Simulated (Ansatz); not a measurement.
Input and command of a plane-wave DFT calculation in Ansatz:

```yaml
crystal:
  lattice:
    - [6.6654395561, 0.0, 0.0]
    - [-3.332719778, 5.7724399829, 0.0]
    - [0.0, 0.0, 4.9172540073]
  atoms:
    - { symbol: Mg, position: [0.3333333333, 0.6666666667, 0.25] }
    - { symbol: Mg, position: [0.3333333333, 0.1666666667, 0.25] }
    - { symbol: Mg, position: [0.8333333333, 0.6666666667, 0.25] }
    - { symbol: Mg, position: [0.8333333333, 0.1666666667, 0.25] }
    - { symbol: Mg, position: [0.1666666667, 0.3333333333, 0.75] }
    - { symbol: Mg, position: [0.1666666667, 0.8333333333, 0.75] }
    - { symbol: Mg, position: [0.6666666667, 0.3333333333, 0.75] }
    - { symbol: Mg, position: [0.6666666667, 0.8333333333, 0.75] }
basis:
  ecutwfc: 420
kpoints:
  mp_grid: { grid: [6, 6, 7] }
hamiltonian:
  xc: pbe
scf:
  occupations: { method: gaussian, width: 0.1 }
output:
  forces: true
  stress: true
  eigenvalues: true
relax:
  adjacent_minimum: "off"
  f_tol: 0.01
  max_steps: 50
  cell: { fix: [a, b, gamma], stress_tol: 0.1 }
```

```bash
ansatz run input.yaml --threads 8 --pin off --max-ram 20480MiB --backend cpu --events-out ev --progress --plain --runs-dir out
```

Processor: Intel(R) Xeon(R) Processor @ 2.70GHz, 8 threads, on a host shared with other jobs.

**Question.** Estimate time, memory and problem size.

**Answer.** About 10 s on 8 threads of Intel(R) Xeon(R) Processor @ 2.70GHz (shared host), peak memory 0.78 GiB. It solves 48 bands at 28 k points (the mesh reduced by the symmetry that the task leaves, which can be less than the crystal's) with about 3797 plane waves (on the last cell), in 19 SCF iterations over 4 ionic steps.
